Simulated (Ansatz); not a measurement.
Input and command of a plane-wave DFT calculation in Ansatz:

```yaml
crystal:
  lattice:
    - [0.0, 2.7675, 2.7675]
    - [2.7675, 0.0, 2.7675]
    - [2.7675, 2.7675, 0.0]
  atoms:
    - { symbol: P, position: [0.0, 0.0, 0.0] }
    - { symbol: Ir, position: [0.25, 0.25, 0.25] }
    - { symbol: Ir, position: [0.75, 0.75, 0.75] }
basis:
  ecutwfc: 500
kpoints:
  mp_grid: { grid: [14, 14, 14] }
hamiltonian:
  xc: r2scan
scf:
  occupations: { method: gaussian, width: 0.1 }
output:
  forces: true
  stress: true
  eigenvalues: true
  populations: true
```

```bash
ansatz run input.yaml --threads 1 --pin off --max-ram 2560MiB --backend cpu --events-out ev --progress --plain --runs-dir out
```

Processor: Intel(R) Xeon(R) Processor @ 2.50GHz (Skylake/Cascade Lake), 1 thread, on a host shared with other jobs.

Problem. Estimate time, memory and problem size.

Solution. About 27 s on 1 thread of Intel(R) Xeon(R) Processor @ 2.50GHz (Skylake/Cascade Lake), on a shared host, peak memory 0.52 GiB. It solves 24 bands at 104 k points (the mesh reduced by the symmetry that the task leaves, which can be less than the crystal's) with about 1067 plane waves, in 7 SCF iterations.
